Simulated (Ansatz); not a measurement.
A trial structure of MnOsC6N6 was built thus: cyanide-bridged rock-salt net of two metals, 0 guest cations a cell (Fm-3m, No. 225). Lengths were set from tabulated atomic sizes, so they are only a guess.

Space group Fm-3m (No. 225). a = 10.192 Å, b = 10.192 Å, c = 10.192 Å, α = 90.00°, β = 90.00°, γ = 90.00°
```tsv
atom	site	symmetry	x	y	z
Mn	4b	m-3m	0.5000	0.0000	0.0000
Os	4a	m-3m	0.0000	0.0000	0.0000
C	24e	4m.m	0.1860	0.0000	0.0000
N	24e	4m.m	0.3008	0.0000	0.0000
```

These are results of DFT PBE, scalar-relativistic, plane waves, PAW (Ansatz), not measurements. Cutoff 420 eV, Gaussian smearing, Γ-centred meshes. Cell and atoms relax first on a coarse mesh and then on a converged one. In between, the cell is made exact in the group found at 0.06 Å. The steps can't lower the symmetry of their start. Collinear spin, starting moments Mn 4.0; Os 1.0 μB.

A guess keeps its type if space group and coordination stay and the shape of the cell changes little (axis ratios within about 15 %, angles within 6°); the volume may change.

Problem. Does it keep its structure type, or change into something else?

Solution. It keeps its type. The symmetry stays Fm-3m (No. 225). The volume per atom stays near 19.0 Å³. The shortest distance stays 1.17 Å (C–N). Counting neighbours within 15 % of an atom's shortest distance, the start has C 1, Mn 6, N 1, Os 6 and the end C 1, Mn 6, N 1, Os 6.

The last run used collinear spin, a 6×6×6 mesh for its 14-atom cell and Gaussian smearing of 0.02 eV. These runs have no spin–orbit coupling, which can matter for Os. The magnetic state reached may not be the lowest. A later test with randomly moved atoms came back to the same energy, though modes that don't fit the test's cell weren't probed.
